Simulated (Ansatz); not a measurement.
Na4IrO4 in space group I4/m (No. 87; Na on 8h, Ir on 2a, O on 8h), PBEsol in the plane-wave PAW code Ansatz, all energies at zero smearing, with the estimated change up to a 700 eV cutoff added, with one set of potentials and settings (totals compare only within such a set). Cell of 18 atoms (8 Na, 2 Ir, 8 O): -39894.250 eV.

```
element                            reference phase  E (eV/atom)
-------  -----------------------------------------  -----------
Na                   P6_3/mmc, 2 atoms in the cell   -1475.8697
Ir                      Fm-3m, 1 atoms in the cell  -11799.0386
O        C2/m, 4 atoms in the cell, spin-polarised    -558.3554
```

Formation energy per atom, worked out: (-39894.250 − 8×(-1475.8697) − 2×(-11799.0386) − 8×(-558.3554))/18 = -1.243 eV/atom (-120 kJ per mol of atoms), at 0 K, without zero-point energy or fitted corrections.

The first step of the workflow began from a Materials Project structure, measured or hypothetical; the Crystallography Open Database copy checked does not list it. Whether it is the stable phase at ambient conditions was not checked. The PBEsol relaxation kept the symmetry of its start, as lowered by the spin order; its stability against distortions is not shown here. The final state is antiferromagnetic, chosen from 5 collinear starts compared on coarse meshes (ties went to the first, and starts can fall back to one state), not a proven ground state. No Hubbard U is applied. The references are the lowest solids computed at this level, not always the standard phases (solids in place of the gases). Scalar-relativistic: spin–orbit coupling is off unless named, which matters more the heavier the elements.

Potentials: the later of the program's two PAW sets.
